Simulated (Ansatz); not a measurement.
Relaxed-ion elastic tensor of AlIr (CsCl type, Pm-3m) in GPa (Voigt order), r²SCAN (plane waves, PAW; program Ansatz); density 13.57 g/cm³, 13.41 Å³ per atom.

```
366  193  193  0.0  0.0  0.0
193  366  193  0.0  0.0  0.0
193  193  366  0.0  0.0  0.0
0.0  0.0  0.0  142  0.0  0.0
0.0  0.0  0.0  0.0  142  0.0
0.0  0.0  0.0  0.0  0.0  142
```

### Question
Is the crystal mechanically stable?

### Answer
Yes: the smallest eigenvalue of C is 142 GPa.

### Question
Work out the Voigt, Reuss and Hill averages.

### Answer
K_V = 250, K_R = 250, K_H = 250; G_V = 120, G_R = 113, G_H = 117 GPa.

### Question
Give Young's modulus, Poisson's ratio, Pugh's ratio and the universal anisotropy index.

### Answer
E = 9KG/(3K + G) = 303 GPa; ν = 0.30; K/G = 2.15 (ductile by the Pugh limit of 1.75); A_U = 5G_V/G_R + K_V/K_R − 6 = 0.30.

### Question
Estimate the sound speeds and the Debye temperature.

### Answer
v_l = √((K + 4G/3)/ρ) = 5470 m/s, v_t = √(G/ρ) = 2930 m/s, mean 3270 m/s; Θ = (h/k)(3n/4πV)^(1/3) v_m = 410 K.

### Question
Give the Zener ratio and Young's modulus along [100], [110] and [111].

### Answer
A = 2C44/(C11 − C12) = 1.65; 1/E = S11 − 2(S11 − S12 − S44/2)Γ with Γ = 0, 1/4, 1/3 gives 233, 316, 359 GPa.

### Question
Solve the Christoffel equation for the three sound speeds along [100], [110], [111].

### Answer
Eigenvalues of C_ijkl n_j n_l equal ρv². In km/s, slowest first: [100] 3.24, 3.24, 5.19; [110] 2.52, 3.24, 5.57; [111] 2.78, 2.78, 5.70.

The workflow started from a Materials Project entry (that database holds measured and hypothetical structures alike); the Crystallography Open Database copy checked does not list it. With Al and Ir taken as one species the cell has the higher symmetry Im-3m, so it may be an ordered model of a mixed-site phase. Whether it is the stable phase at ambient conditions was not checked. The r²SCAN relaxation kept the symmetry of its start; of distortions, only those at the zone centre were tested. The run is not spin-polarised. As this level gives no gap, shear constants depend on the k-mesh and smearing (Fermi–Dirac, 0.1 eV here). Scalar-relativistic: spin–orbit coupling is off unless named, which matters more the heavier the elements.

Potentials: the later of the program's two PAW sets.
